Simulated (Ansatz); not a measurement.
## Trial structure types under relaxation

Computed with DFT PBE, scalar-relativistic, plane waves, PAW in Ansatz 0.2.0. Settings: cutoff 420 eV, Γ-centred meshes no coarser than 0.19 Å⁻¹ for metals and 0.3 Å⁻¹ for insulators (2π included), Gaussian smearing.

Each formula is placed on the named type at a guessed volume, then cell and atoms relax at zero pressure without lowering the symmetry. Keeping the type says nothing about stability against other structures or lower symmetry. Neighbours of unlike kind are counted within 25 % of the shortest distance of their pair. The atoms listed around a site end at a clear gap in distance instead, so their number can differ.

Weakly bound directions are ill-defined at this level, which has no dispersion term.

(1) K2LiPd2 on the ThCr2Si2 type (I4/mmm, No. 139), with Li for Th, K for Cr, Pd for Si: does the type hold?

(2) ZnC3 on the Ni3Sn (D0_19) type (P6_3/mmc, No. 194), with Zn for Sn, C for Ni: does the type hold?

Results:

(1) Yes: a = 4.817 Å, c = 13.385 Å. K is coordinated by 4 Pd at 3.17 Å and 4 K at 3.41 Å; Li is coordinated by 8 Pd at 3.64 Å and 8 K at 4.12 Å (next Li at 4.82 Å); Pd is coordinated by 1 Pd at 2.58 Å.

(2) No. It keeps the space group, but the neighbours change from Zn 12 C; C 4 Zn to Zn 6 C; C 2 Zn, with a = 4.484 Å, c = 7.478 Å. Around Zn lie 6 C at 2.29 Å; C is coordinated by 2 C at 1.46 Å.